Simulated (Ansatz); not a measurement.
## LiY$_{3}$: what symmetry allows forces and stress to be

```
CELL_PARAMETERS angstrom
0.15599 4.00675 4.00675
4.00675 0.15599 4.00675
4.00675 4.00675 0.15599
ATOMIC_POSITIONS crystal
Li 0.00899 0.00899 0.00899
Y 0.24276 0.24276 0.24276
Y 0.74263 0.74263 0.74263
Y 0.50562 0.50562 0.50562
```

Computed with DFT PBEsol, scalar-relativistic, plane waves, PAW in Ansatz 0.2.0.

Plane waves to 420 eV, a k mesh through Γ of 9×9×9 on the computed 4-atom cell and Gaussian smearing (0.10 eV); no spin polarisation.

This distorted cell has space group R3m, with 6 operations.

Task: Without a calculation: in which directions can each atom feel a force?

Result: A force must be left unchanged by every operation that keeps its atom in place, so it lies in the space that those operations leave fixed. Atoms that the group maps onto each other feel forces of one size.
```
atom site symmetry operations at the site equivalent to atom allowed force (Cartesian)
 Li1             3m                       6                   1   along (0.58, 0.58, 0.58)
  Y2             3m                       6                   2   along (0.58, 0.58, 0.58)
  Y3             3m                       6                   3   along (0.58, 0.58, 0.58)
  Y4             3m                       6                   4   along (0.58, 0.58, 0.58)
```

That leaves 4 independent force components of 12, tied by 1 condition that the forces sum to zero, so 3 remain. A relaxation in this cell that keeps the symmetry moves the atoms in these directions alone.

Task: And the stress tensor?

Result: It must be invariant under the point group, which leaves 2 independent components: xx = yy, xx = zz, yy = zz, yz = xz, yz = xy, xz = xy.

Task: Do the computed values obey this?

Result: Yes. Forces (eV/Å):
```
Li1 -0.171 -0.171 -0.171
Y2   0.277  0.277  0.277
Y3   0.144  0.144  0.144
Y4  -0.250 -0.250 -0.250
```

Stress (GPa, compression positive, xx yy zz yz xz xy): -1.94 -1.94 -1.94 -0.96 -0.96 -0.96. The program imposes the same operations on density, forces and stress, so this confirms the analysis and is no independent test of the calculation.